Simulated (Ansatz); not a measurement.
ZrHg (space group P4/mmm)

```
CELL_PARAMETERS angstrom
      3.14769     0.00000     0.00000
      0.00000     3.14769     0.00000
      0.00000     0.00000     4.27044
ATOMIC_POSITIONS crystal
  Zr 0.50000 0.50000 0.50000
  Hg 0.00000 0.00000 0.00000
```

Two-dimensional scan of atom 1 (Zr, nearest neighbour Hg at 3.084 Å; its periodic images, 3.1 Å or more away, move with it): u runs along (0.707, 0.707, 0.000), v along (0.000, 0.000, 1.000) (Cartesian). Cell and other atoms are fixed.

The numbers are results of r2SCAN (plane waves to 500 eV, PAW, scalar-relativistic; Ansatz, a program for electronic structure), not measurements. k mesh 12×12×9 (Γ-centred), Fermi-Dirac smearing 0.05 eV. The energy includes the smearing's −TS. Points where atoms come too close for the PAW data are left out (x in tables, blank in figures). With partly filled bands, energies and forces of such displacements shift with the k mesh and the smearing. Spin-orbit coupling is left out, though Hg is heavy. ZrHg is run without spin polarisation. ZrHg was relaxed with its symmetry unable to fall. The zero of ΔE is the undisplaced structure. Axes are in Å.

Q: Give the computed ΔE (meV/cell) at all points of the grid u = -0.770, -0.513, -0.257, 0.000, 0.257, 0.513, 0.770 by v = -0.770, -0.513, -0.257, 0.000, 0.257, 0.513, 0.770.

A: ΔE (meV/cell), with u across and v down:

```tsv
v \ u	-0.770	-0.513	-0.257	0.000	0.257	0.513	0.770
-0.770	x	x	2304	1945	2304	x	x
-0.513	x	1710	991	781	991	1710	x
-0.257	1539	710	296	173	296	710	1539
0.000	1040	412	95	0	95	412	1040
0.257	1539	710	296	173	296	710	1539
0.513	x	1710	991	781	991	1710	x
0.770	x	x	2304	1945	2304	x	x
```

(A displaced cell: forces are minus the slopes of the energy, force constants its curvatures, and phonons follow from these.)
